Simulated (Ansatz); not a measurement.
## Vibrational response of SiC at 15 GPa

Level of theory: DFT LDA, scalar-relativistic, plane waves, PAW (Ansatz). Cutoff 420 eV, 12×12×6 k-points (Γ-centred), fixed occupations. No spin polarisation. Phonons by linear response, acoustic sum rule imposed.

The cell, relaxed at 15 GPa:
```xyz
4
Lattice="2.9981 0.0000 0.0000 -1.4991 2.5965 0.0000 0.0000 0.0000 4.9179" Properties=species:S:1:pos:R:3 pbc="T T T"
Si    0.0000    1.7310    0.0227
Si    1.4991    0.8655    2.4816
C     0.0000    1.7310    1.8707
C     1.4991    0.8655    4.3296
```

Question: Is this structure stable against zone-centre distortions?

Answer: Yes, at Γ: no optical mode is imaginary. Strains and other wave vectors aren't tested by this run.

Question: List the optical modes at Γ without the LO field (i marks imaginary ones).

Answer:
```tsv
frequency (cm⁻¹)	degeneracy	IR intensity of the level ((D/Å)²/amu)
255	2	0.00
630	1	0.00
824	1	47.52
829	2	0.00
856	2	82.07
900	1	0.00
```

Cost: 1 run of about 3.7 core-minutes, on Arm Neoverse N1 (shared hosts).